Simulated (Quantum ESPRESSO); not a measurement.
# Planted mistakes on one cell of GeGaAlS2N2

Calculated results; nothing here was measured. They come from pw.x of Quantum ESPRESSO 7.5, a plane-wave density functional program, with PseudoDojo standard norm-conserving files (v0.5 for PBE, v0.4.1 for LDA and PBEsol). The cells are made up: elements, strain and atom displacements were drawn at random, and nothing was relaxed. There is no spin polarisation, spin-orbit coupling or dispersion term.

The cell has 8 sites of a zincblende or diamond lattice. Sites 1 to 4 hold Ge empty Ga Al; sites 5 to 8 hold S S N N. Cell vectors in Å: (4.901, -0.036, -0.061); (-0.036, 4.866, -0.023); (-0.061, -0.023, 4.891). Settings: PBE, cutoff 1143 eV, 4 x 4 x 4 k mesh shifted by half a step, Fermi-Dirac smearing of 0.025 eV.

The intended run has a self-consistency threshold of 1e-07 eV, a smearing term of 0.000 eV, a pressure of 3.40 GPa and 12 iterations. Each further run changes one thing: all lengths scaled by 0.9892; atoms of sites 3 and 6 exchanged; cutoff 685 eV; files of PBEsol; k mesh 1 x 1 x 1; one electron added; smearing 0.71 eV; threshold 0.04 eV. A coarse mesh keeps the shift, and a charged cell sits in a uniform background.

```
run  change of free energy (eV)  smearing term -TS (eV)  change of P (GPa)  largest change of a force component (eV/Å)  iterations
  A                       6.087                  -0.015               9.77                                       0.981          16
  B                       5.946                  -0.005               7.81                                       1.938          12
  C                      11.444                   0.000            -107.30                                       0.099          12
  D                      -0.939                  -2.673               2.92                                       0.843          12
  E                       0.012                   0.000               0.40                                       0.304           6
  F                       0.122                   0.000               3.66                                       0.530          12
  G                       7.467                   0.000              -3.41                                       0.167          12
  H                       8.754                  -0.006              19.81                                       0.695          13
```

A rerun of the intended cell at 1437 eV and k mesh 6 x 6 x 6 moved values by no more than 0.003 eV in the cell's energy, 0.02 GPa in stress and 0.003 eV/Å in force.

Question: which change belongs to which run?

## Worked reading

Run E has the fewest iterations, as a run stopped early does. Run D has the largest smearing term, as wide smearing gives. Run C has a higher energy and the largest fall in pressure, as too small a basis gives. Run F changes the volume by a factor of 0.9679; minus its pressure change over the logarithm of that factor, 112 GPa, is a rough bulk modulus with clamped atoms. Energies from files of another functional, or of a charged cell, have another zero and say nothing on stability; the pressure of a charged cell rests on the program's zero of potential too.

## Key

| run | change |
| --- | --- |
| A | k mesh 1 x 1 x 1 |
| B | atoms of sites 3 and 6 exchanged |
| C | cutoff 685 eV |
| D | smearing 0.71 eV |
| E | threshold 0.04 eV |
| F | all lengths scaled by 0.9892 |
| G | files of PBEsol |
| H | one electron added |